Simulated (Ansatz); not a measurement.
Cell and atoms are relaxed with the symmetry kept. Start:

```
Zr Ge Se
1.0
     3.72481    0.00000    0.00000
     0.00000    3.72481    0.00000
     0.00000    0.00000    8.34192
Zr Ge Se
2 2 2
Direct
  0.00000 0.50000 0.26136
  0.50000 0.00000 0.73864
  0.00000 0.00000 0.00000
  0.50000 0.50000 0.00000
  0.00000 0.50000 0.62306
  0.50000 0.00000 0.37694
```

Computed with DFT r2SCAN, scalar-relativistic, plane waves, PAW (Ansatz).

Cutoff 500 eV; k points 10×10×4 on the computed 6-atom cell (Γ-centred); Gaussian smearing, width 0.10 eV; no spin polarisation.

Task: What does it relax to?

Result: The volume goes up by 0.01 Å³/atom to 19.30 Å³/atom, and the energy falls by 0.2 meV/atom. Final structure:
```
Zr Ge Se
1.0
     3.71767    0.00000    0.00000
     0.00000    3.71767    0.00000
     0.00000    0.00000    8.37841
Zr Ge Se
2 2 2
Direct
  0.00000 0.50000 0.26068
  0.50000 0.00000 0.73932
  0.00000 0.00000 0.00000
  0.50000 0.50000 0.00000
  0.00000 0.50000 0.62292
  0.50000 0.00000 0.37708
```

Cost: 1 run of about 5.7 core-minutes, on Arm Neoverse V2 (shared hosts).